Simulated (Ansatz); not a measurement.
Si:
```cif
data_Si8
_chemical_formula_sum 'Si8'
_space_group_name_H-M_alt 'Fd-3m :1'
_space_group_IT_number 227
_space_group_name_Hall 'F 4d 2 3 -1d'
_cell_length_a 5.40210
_cell_length_b 5.40210
_cell_length_c 5.40210
_cell_angle_alpha 90.000
_cell_angle_beta 90.000
_cell_angle_gamma 90.000
loop_
_atom_site_label
_atom_site_type_symbol
_atom_site_symmetry_multiplicity
_atom_site_Wyckoff_symbol
_atom_site_fract_x
_atom_site_fract_y
_atom_site_fract_z
_atom_site_occupancy
Si1 Si 8 a 0.00000 0.00000 0.00000 1
```
(The calculation used a cell of 2 atoms; values per cell refer to that cell.)

Relaxed with LDA.

Problem. Which orbitals make up the states near the band edges in LDA in the plane-wave PAW code Ansatz?

Solution. Top 1 eV of the valence band: Si 3p 96 %. Bottom 1 eV of the conduction band: Si 3p 57 %, Si 3s 28 %, outside the projected shells 15 %. Projections are on Löwdin-orthogonalised atomic valence shells; empty p or d shells of many metals are not among them.

Problem. Tabulate the density of states.

Solution. States/eV per cell of 2 atoms, in 0.25 eV bins, energy from the valence-band maximum.

```tsv
E (eV)	total	Si 3p	Si 3s
-7.85	0.01	0.00	0.01
-7.60	0.09	0.04	0.05
-7.35	0.38	0.16	0.21
-7.10	0.56	0.26	0.30
-6.85	1.39	0.80	0.58
-6.60	0.95	0.54	0.40
-6.35	0.69	0.39	0.29
-6.10	0.56	0.32	0.24
-5.85	0.46	0.27	0.19
-5.60	0.41	0.24	0.17
-5.35	0.35	0.21	0.14
-5.10	0.30	0.18	0.12
-4.85	0.27	0.16	0.11
-4.60	0.24	0.14	0.09
-4.35	0.66	0.57	0.09
-4.10	1.21	1.10	0.11
-3.85	1.02	0.91	0.11
-3.60	1.00	0.89	0.10
-3.35	1.06	0.95	0.10
-3.10	1.23	1.13	0.09
-2.85	1.49	1.39	0.09
-2.60	1.43	1.35	0.07
-2.35	1.38	1.30	0.06
-2.10	1.30	1.23	0.05
-1.85	1.27	1.21	0.05
-1.60	1.22	1.17	0.03
-1.35	1.15	1.11	0.02
-1.10	0.77	0.74	0.02
-0.85	0.52	0.49	0.01
-0.60	0.37	0.35	0.01
-0.35	0.22	0.21	0.00
-0.10	0.06	0.06	0.00
0.15	0.00	0.00	0.00
0.40	0.01	0.00	0.00
0.65	0.14	0.08	0.04
0.90	0.32	0.18	0.09
1.15	0.50	0.28	0.13
1.40	0.60	0.35	0.15
1.65	0.77	0.44	0.19
1.90	1.05	0.59	0.29
2.15	1.57	0.87	0.45
2.40	1.83	1.08	0.46
2.65	1.26	0.76	0.26
2.90	1.02	0.62	0.17
3.15	1.08	0.71	0.12
3.40	1.94	1.32	0.20
3.65	1.99	1.23	0.25
3.90	1.57	0.97	0.18
4.15	1.16	0.73	0.11
4.40	1.14	0.70	0.11
4.65	1.12	0.61	0.15
4.90	1.17	0.62	0.17
5.15	1.22	0.65	0.16
```

Symmetry was held in the LDA relaxation.

Potentials: the later of the program's two PAW sets.
